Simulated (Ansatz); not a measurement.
**Cd: energy along a strain**

Cd, P6_3/mmc, a = 2.979 Å, c = 5.618 Å (as given, not relaxed at this level: -1.5 GPa). Ansatz: PBEsol, PAW, 420 eV, Γ-centred 18×18×8 mesh on 2 atoms, Gaussian smearing 0.15 eV; no spin polarisation. Cell vectors (Å): 2.979 0.000 0.000; -1.489 2.580 0.000; 0.000 0.000 5.618. The cell is strained by x per cent times the pattern (1 1 0 0 0 0) in the order xx yy zz yz xz xy (engineering shears), with fractional coordinates held. y is the free energy over the start, V0 = 21.585 Å³/atom.

```tsv
x (%)	y (meV/atom)
-4.00	?
-3.00	6.16
-2.00	-1.09
-1.00	-2.78
0.00	0.00
1.00	6.32
2.00	15.60
3.00	27.51
3.50	34.37
4.00	41.78
```

Problem. Fit y = c1 x + c2 x² + c3 x³ to the other rows, get the stiffness along the pattern, and predict the missing energy.

Solution. Least squares on the rows shown. y = 4.5212 x + 1.8701 x² − 0.10006 x³. The clamped-ion stiffness p·C·p = 2 × 18.70 eV × 160.2 / 21.585 Å³ = 278 GPa (second derivative at the start, which stands under stress). With a term in x⁴ added, the coefficient of x² becomes 1.778, 5 % less, which shows how far this figure hangs on the form. At x = -4.00 the fit asked for gives 18.24 meV/atom. The run gave 19.97 meV/atom, so the fit is 1.73 meV/atom too low, 3.9 % of the span of the series, against an rms of 0.19 meV/atom on the fitted rows. The row lies outside the fitted range. With a term in x⁴ added, a fit to the same known rows predicts 20.30 meV/atom, so most of the miss is curvature that the known rows already hold.